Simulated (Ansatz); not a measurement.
GeAs:
```yaml
crystal:
  lattice:
    - [7.49465, 1.90017, 0.00000]
    - [-7.49465, 1.90017, 0.00000]
    - [-1.39734, 0.00000, 9.17705]
  atoms:
    - { symbol: Ge, position: [0.62552, 0.37448, 0.92690] }
    - { symbol: Ge, position: [0.37448, 0.62552, 0.07310] }
    - { symbol: Ge, position: [0.74849, 0.25151, 0.78373] }
    - { symbol: Ge, position: [0.25151, 0.74849, 0.21627] }
    - { symbol: Ge, position: [0.06940, 0.93060, 0.58830] }
    - { symbol: Ge, position: [0.93060, 0.06940, 0.41170] }
    - { symbol: As, position: [0.02880, 0.97120, 0.83689] }
    - { symbol: As, position: [0.97120, 0.02880, 0.16311] }
    - { symbol: As, position: [0.35294, 0.64706, 0.80625] }
    - { symbol: As, position: [0.64706, 0.35294, 0.19375] }
    - { symbol: As, position: [0.66445, 0.33555, 0.53723] }
    - { symbol: As, position: [0.33555, 0.66445, 0.46277] }
```

Relaxed with LDA. Special points in fractions of this cell's reciprocal vectors: Γ (0.000, 0.000, 0.000); C (0.266, 0.266, 0.000); C2 (-0.266, 0.734, 0.000); Y2 (-0.500, 0.500, 0.000); M2 (-0.500, 0.500, 0.500); D (-0.262, 0.738, 0.500); D2 (0.262, 0.262, 0.500); A (0.000, 0.000, 0.500); L2 (0.000, 0.500, 0.500); V2 (0.000, 0.500, 0.000).

List the band energies nearest the valence-band maximum at these points for LDA in the plane-wave PAW code Ansatz.

In eV from the valence-band maximum; about four levels below and three above (degenerate sets whole), none deeper than 8.9 eV; points with the same levels are listed once.

```
k                     below           above
--  -----------------------  --------------
Γ   -1.70 -1.60 -1.39 -1.09  0.71 1.27 1.74
C   -2.62 -2.56 -2.25 -1.99  1.17 1.37 1.69
Y2  -1.25 -0.98 -0.49 -0.18  0.35 0.68 1.07
M2  -1.29 -0.95 -0.42 -0.09  0.09 0.65 0.66
D   -2.35 -2.06 -1.21 -0.90  0.46 1.09 1.24
A   -1.41 -1.34 -1.08 -1.05  0.69 0.88 0.96
L2  -2.30 -1.70 -1.05 -1.04  0.32 0.65 0.65
V2  -2.60 -2.36 -2.21 -1.85  0.58 1.27 1.39
```

Space group C2/m. The start of the workflow was typed in or built on a structure type; neither database checked (COD, Materials Project) lists it. Its standing as an ambient phase is unchecked. Symmetry was held in the LDA relaxation; its stability against distortions is not shown here. The volume moved by -23 % from the start of the relaxation. A crystal of weakly bound layers computed without a dispersion correction: the cell and the soft elastic constants depend strongly on that. Scalar-relativistic: spin–orbit coupling is off unless named, which matters more the heavier the elements.

Potentials: the earlier of the program's two PAW sets.
